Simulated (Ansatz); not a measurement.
Convergence test, TiSi

These are results of DFT PBEsol, scalar-relativistic, plane waves, PAW (Ansatz), not measurements.

```
Ti Si
1.0
     1.80959   -2.09513   -0.00546
     1.83089    2.11340   -0.00302
    -0.00888    0.00219    3.77883
Ti Si
1 1
Direct
  0.49143 0.50299 0.98474
  0.96670 0.99251 0.49979
```

The Γ-centred k-mesh is 10×10×8, the occupation rule is Gaussian smearing, 0.1 eV and the spin treatment is unpolarised. The valence charge of the PAW sets is Ti 12, Si 4.

The atoms are held and the plane-wave cutoff is swept. Energies are extrapolated to zero smearing and count from the reference run, 600 eV. The cell was strained and its atoms displaced at random, so that forces don't vanish. Pressure is positive in compression and holds a correction for the finite cutoff (Pulay stress).

Task: One run gave ΔE = 7.46 meV/atom and P = -2.50 GPa. Which plane-wave cutoff did it use, of 200, 250, 300, 350, 420?

Result: 350 eV. All runs:

| cutoff (eV) | ΔE (meV/atom) | P (GPa) | largest change of a force component (eV/Å) | plane waves at Γ |
| --- | --- | --- | --- | --- |
| 200 | 2851 | 1.29 | 0.044 | 189 |
| 250 | 528 | -2.23 | 0.025 | 261 |
| 300 | 77.8 | -2.69 | 0.007 | 331 |
| 350 | 7.46 | -2.50 | 0.001 | 427 |
| 420 | 0.60 | -2.51 | 0.000 | 573 |
| 600 | 0.00 | -2.52 | 0.000 | 985 |